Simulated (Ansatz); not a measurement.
Au (diamond, Fd-3m) at seven volumes, PBEsol (plane waves, PAW; program Ansatz), scaled uniformly. One row is withheld.

```tsv
V (Å³/atom)	P (GPa)
24.903	?
25.724	5.02
26.545	2.26
27.366	0.00
28.187	-1.85
29.008	-3.36
29.829	-4.60
```

### Question
Fit the shown pressures and predict the withheld one.

### Answer
P = (3/2)B₀(x^(7/2) − x^(5/2))[1 + (3/4)(B′ − 4)(x − 1)] with x = (V₀/V)^(2/3). Least squares on the six rows gives V₀ = 27.366 Å³/atom, B₀ = 68.1 GPa, B′ = 5.65. At V = 24.903, x = 1.0649 and P = 8.38 GPa. The run itself gave 8.41 GPa.

The start of the workflow was typed in or built on a structure type; neither database checked (COD, Materials Project) lists it. It is not the phase usual at ambient conditions (space group No. 225). The PBEsol relaxation kept the symmetry of its start. At this level the phase is mechanically unstable. Spin–orbit coupling is left out wherever it is not named.

Potentials: the later of the program's two PAW sets.
